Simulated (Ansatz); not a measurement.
A geometry of TiAl3 away from equilibrium: step 3 of the relaxation of a relaxed TiAl3 cell shaken by Gaussian noise of σ = 0.08 Å a coordinate. The numbers are results of PBEsol (plane waves to 420 eV, PAW, scalar-relativistic; Ansatz, a first-principles code), not measurements. Γ-centred k-mesh 5×5×11 on the run's cell (coarser than for final values), Fermi–Dirac smearing 0.05 eV. The plane waves were selected for a different cell earlier on the path.

```yaml
crystal:
  lattice:
    - [7.42802, 0.09860, -0.01952]
    - [-3.62862, 6.41694, 0.06003]
    - [-0.00746, 0.02218, 2.85534]
  atoms:
    - { symbol: Al, position: [0.32504, 0.98630, 0.02356] }
    - { symbol: Al, position: [0.27772, 0.27712, 0.52347] }
    - { symbol: Al, position: [0.97803, 0.31346, 0.00917] }
    - { symbol: Al, position: [0.66666, 0.99705, 0.50865] }
    - { symbol: Al, position: [0.72146, 0.71507, 0.01810] }
    - { symbol: Al, position: [0.01551, 0.66647, 0.50742] }
    - { symbol: Ti, position: [0.34990, 0.64352, 0.19018] }
    - { symbol: Ti, position: [0.65139, 0.34526, 0.72416] }
```

Problem. What forces act on the atoms (eV/Å)?

Solution. 
| atom | Fx | Fy | Fz |
|---|---|---|---|
| Al1 | 0.12 | 0.20 | 0.09 |
| Al2 | -0.30 | -0.15 | 0.02 |
| Al3 | -0.13 | 0.15 | 0.11 |
| Al4 | -0.40 | 0.07 | 0.12 |
| Al5 | 0.60 | 0.04 | 0.04 |
| Al6 | 0.40 | -0.06 | 0.06 |
| Ti7 | 0.29 | -0.54 | -0.35 |
| Ti8 | -0.59 | 0.30 | -0.10 |

The path ends in P2₁/m (No. 11). No spin polarisation in the result.

The end of the path is a generated cell of TiAl3: the first start was made by placing the elements on the sites of a structure type, and the end was not matched to a known phase here, so it may be hypothetical. Known forms of TiAl3 include space group No. 139.
